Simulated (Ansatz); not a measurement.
## Au (Im-3m): electronic heat capacity and spin susceptibility from the density of states

Computed with Ansatz, DFT r2SCAN, scalar-relativistic, plane waves, PAW.

Plane waves to 500 eV, a k mesh through Γ of 18×18×18 on the computed 1-atom cell and Gaussian smearing (0.10 eV); no spin polarisation.

Relaxed cell: Im-3m, a = 3.275 Å, b = 3.275 Å, c = 3.275 Å, α = 90.00°, β = 90.00°, γ = 90.00°, 1 atom in the primitive cell. This bcc form isn't the element's structure at ambient conditions.

The density of states at the Fermi level is 0.269 states/eV in the cell of 1 atom (1 formula unit; both spins, tetrahedra on a 27×27×27 mesh).

Problem. What Sommerfeld coefficient and Pauli susceptibility does this give?

Solution. Per formula unit N(E_F) = 0.269 states/eV. γ = (π²/3) k_B² N(E_F) N_A = 2.357 mJ/(mol K²) per state/eV, so γ = 0.6 mJ/(mol K²), a mole of formula units. χ_P = μ_B² N(E_F) N_A = 3.23×10⁻⁵ emu/mol per state/eV gives 0.9×10⁻⁵ emu/mol. This is the bare band result: a measured γ of the same phase is as a rule larger by a factor 1 + λ from phonons and spin fluctuations, the spin part of χ is larger by the Stoner factor, and a measured χ also holds orbital and core terms. N(E_F) at one energy is sensitive to the mesh where the density of states has sharp peaks.

Spin-orbit coupling is left out, which matters for the bands of heavy elements.

Cost: 1 run of about 0.39 core-minutes, on Arm Neoverse V2 (shared hosts).